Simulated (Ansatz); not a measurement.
**Relaxing ScNi₄Au**

Computed with Ansatz, DFT r2SCAN, scalar-relativistic, plane waves, PAW. Cutoff 500 eV, Γ-centred k mesh, Gaussian smearing, collinear spin, first started from parallel moments.

This is the end of a relaxation of cell and atoms.

```
CELL_PARAMETERS angstrom
0.00000 3.38174 3.38174
3.38174 0.00000 3.38174
3.38174 3.38174 0.00000
ATOMIC_POSITIONS crystal
Sc 0.25000 0.25000 0.25000
Ni 0.87459 0.37622 0.87459
Ni 0.87459 0.87459 0.87459
Ni 0.37622 0.87459 0.87459
Ni 0.87459 0.87459 0.37622
Au 0.50000 0.50000 0.50000
```

Task: What space group does it have?

Result: F-43m (No. 216). Conventional cell: a = 6.763 Å. Around Sc lie 12 Ni at 2.80 Å and 4 Au at 2.93 Å; Ni is coordinated by 6 Ni at 2.38–2.40 Å, 3 Au at 2.80 Å and 3 Sc at 2.80 Å; around Au lie 12 Ni at 2.80 Å and 4 Sc at 2.93 Å.

Task: Is it a metal?

Result: Yes, bands cross the Fermi level on the 10×10×10 mesh.

Task: What net moment does it keep?

Result: 0.20 μB per atom, with site moments up to 0.37 μB.

The final run used a 10×10×10 mesh on its 6-atom cell and 0.10 eV smearing. Spin–orbit coupling is left out. The magnetic state reached may not be the lowest.

Cost: 2 runs of about 13 core-minutes in all, on Arm Neoverse V1 (shared hosts).